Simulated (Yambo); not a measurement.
Yambo run on LiBH$_{4}$ (space group P6_3mc, No. 186). The wavefunctions are norm-conserving PBEsol (Quantum ESPRESSO, 76 Ry, without SOC) ones on a 3×3×2 mesh (10 occupied bands); a = 4.1800 Å, b = 4.1800 Å, c = 6.7099 Å, α = 90.00°, β = 90.00°, γ = 120.00°.

Yambo input:

```
gw0
dyson
el_el_corr
HF_and_locXC
ppa
em1d
EXXRLvcs= 76 Ry
VXCRLvcs= 304 Ry
Chimod= "HARTREE"
% BndsRnXp
 3 | 179 |
%
NGsBlkXp= 8 Ry
% LongDrXp
 1.0 | 1.0 | 1.0 |
%
PPAPntXp= 27.2114 eV
% GbndRnge
 1 | 179 |
%
GTermKind= "BG"
DysSolver= "n"
ExtendOut
% QPkrange
 1 | 1 | 10 | 11 |
 5 | 5 | 11 | 11 |
%
```

k points by index: 1 = Γ, 5 = K.

Table of the .qp output:

```
#    K-point    Band    Eo [eV]    E [eV]    E-Eo [eV]    Vxc [eV]    Vnlxc [eV]    Sc|Eo [eV]    Sc|E [eV]    dSc/dw|Eo [eV]    Re(Z)    Im(Z)
#
    1    10    0.000000    -1.626205    -1.626205    -12.66085    -16.37317    1.712424    2.086121    -6.252617    0.813152    -0.001354
    1    11    6.986768    8.075563    1.088794    -8.638138    -4.119816    -3.230425    -3.429528    -4.975460    0.845418    -0.001188
    5    11    6.606134    7.598774    0.992640    -6.778215    -2.714959    -2.913513    -3.070616    -4.306183    0.863371    -0.001101
```
(The two width columns are left out.) Convergence of these settings isn't established.

Geometry of the Materials Project entry, not relaxed at this level.

The structure is a Materials Project entry; no match was found in the copy of COD used, and its stability was not checked.
